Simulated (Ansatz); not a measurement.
## ZrBr (R-3m), phonons: input and output

Level of theory: PBEsol, all-electron LAPW in Ansatz 0.2.0, scalar-relativistic.

The cell comes from a PAW relaxation under the same functional.

Launched as:

```sh
ansatz run input.yaml --threads 1 --pin off --max-ram 3072MiB --backend cpu --events-out ev --progress --plain --runs-dir out
```

Input file:

```yaml
crystal:
  lattice:
    - [1.73709567736, 1.00291265693, 9.63965756182]
    - [-1.73709567736, 1.00291265693, 9.63965756182]
    - [0.0, -2.00582531387, 9.63965756182]
  atoms:
    - { symbol: Zr, position: [0.207187210023, 0.207187210023, 0.207187210023] }
    - { symbol: Zr, position: [0.792812789977, 0.792812789977, 0.792812789977] }
    - { symbol: Br, position: [0.394819729191, 0.394819729191, 0.394819729191] }
    - { symbol: Br, position: [0.605180270809, 0.605180270809, 0.605180270809] }
kpoints:
  mp_grid: { grid: [10, 10, 10] }
scf:
  occupations: { method: fermi_dirac, width: 0.1 }
hamiltonian:
  xc: pbesol
  pseudopotentials: { kind: all_electron, lapw: { basis_error: 0.001 } }
phonons:
  supercell: [1, 1, 1]
```

Output (shortened where marked):

```
Warning: RAYON_NUM_THREADS=1 ignored (pool sized by the plan → 1); use --threads N
LAPW: plane waves up to 7.857 Å⁻¹, error target 1.0e-3 eV per atom; small_component_spin mean_spin; Br in spheres of 1.310 Å, 25 of its electrons in bands, Dirac shells []; Zr in spheres of 1.350 Å, 30 of its electrons in bands, ...
Engine: ansatz 0.2.0, x86_64-unknown-linux-gnu
Pseudopotentials: kind: all_electron
Pseudopotential: Zr, LAPW, valence charge 30, lapw/all_electron/scalar/gaussian/Zr, Koelling and Harmon's equation, gaussian nucleus
Pseudopotential: Br, LAPW, valence charge 25, lapw/all_electron/scalar/gaussian/Br, Koelling and Harmon's equation, gaussian nucleus
Functional definition: PBEsol
  exchange = pbesol_x
  correlation = pbesol_c
Crystal: 4 atoms, lattice volume = 100.763 Å³
Basis set: ecut = 235.1805254174975 eV, 841 PW (Γ), FFT grids on a1−a3, a2−a3, a3, exchange–correlation at level 2
Bands: 66, of which v1, the nominal top of the filled ones, is band 55 counted from 1 (54 counted from 0)
Symmetry: 12 space group operations
k-points: 116 of 1000
Non-local potential: Zr, projectors of the file, none
Non-local potential: Br, projectors of the file, none
[... 71 lines left out ...]
E sigma→0 (E₀):  -337504.969915 eV
Entropy (-TS):   -0.031080 eV (-7.770 meV/atom)
Fermi energy:    12.104483 eV
--- Per-component energies (eV) ---
  E_band       = -12280.740178
  E_kinetic    = 347477.215486
  E_xc         = -11038.515237
  E_electrostatic = -673943.654624  (all electrons and nuclei)
  E_smearing   = -0.031080  (= −TS)
  E_closure    = 0.000000  (closes the sum)
  Σ components = -337504.985455   (vs F -337504.985455, Δ=0.00e0)
  Basis errors (estimates in eV, not in F): energy 4.2e-4 per atom: plane waves 3.8e-4 (2.1e-4 summed), levels above the bands 4.3e-29, relativity 2.4e-8, radial functions 4.9e-5, core shells 6.6e-10; eigenvalues (radial ...
--- Forces (eV/Å), atoms counted from 1 ---
  atom   1  Zr     0.00000000     0.00000000    -0.00027395
  atom   2  Zr    -0.00000000    -0.00000000     0.00027395
  atom   3  Br     0.00000000     0.00000000    -0.00052829
  atom   4  Br    -0.00000000    -0.00000000     0.00052829
  max |Σ_I F_I| component: 0.00e0 eV/Å
--- Phonons: 4 displaced members + reference (amplitude 0.01 Å, Σ member SCF iterations 28) ---
  symmetry images taken by strict's conditions (phonons.symmetry_images: auto; settled by no image being taken that strict refuses)
  ASR residual: 9.171e-4 → 0.000e0 eV/Å²; symmetrization residual: 3.230e-4 eV/Å²
  largest component of a force at the reference: 5.3e-4 eV/Å
  ASR residual per site (eV/Å²): 9.17e-4 9.17e-4 2.79e-4 2.79e-4
  Γ frequencies (cm⁻¹): 0.00 0.00 0.00 68.18 68.18 123.44 150.62 150.62 168.44 168.44 217.51 257.10
  density of states and harmonic sums: on the 21×21×21 q-mesh, interpolated from the force constants of a 1×1×1 supercell (no non-analytic term)
  largest difference from the sums on the solved wave vectors: F 5.43e-1 eV, S 8.02e-4 and C_V 2.58e-4 eV/K
```

The run converged.

Zone-centre phonons:

Harmonic phonons of a crystal by Kohn-Sham DFT at the given cell, standard atomic masses, acoustic sum rule imposed; negative wavenumbers are unstable modes; optical zone-centre levels upwards with Mulliken labels, activity, and the element with most of the kinetic energy.

```
Point group : -3m
```

```
number  phonon wavenumber (cm⁻¹)  label  infrared  raman  lead element
     1                      68.2     Eg        no    yes            Br
     2                     123.4    A1g        no    yes            Br
     3                     150.6     Eu       yes     no            Br
     4                     168.4     Eg        no    yes            Zr
     5                     217.5    A2u       yes     no            Br
     6                     257.1    A1g        no    yes            Zr
```

Limits of these numbers: responses of metals move with mesh and smearing; no dispersion correction, so the spacing and stiffness between layers or molecules are poor; zone-boundary modes aren't tested; activity by symmetry alone, a metal screens infrared modes.

Time and hardware: 21 min on 1 thread of Intel(R) Xeon(R) 6975P-C (Granite Rapids), on a shared host, peak memory 2.2 GiB.
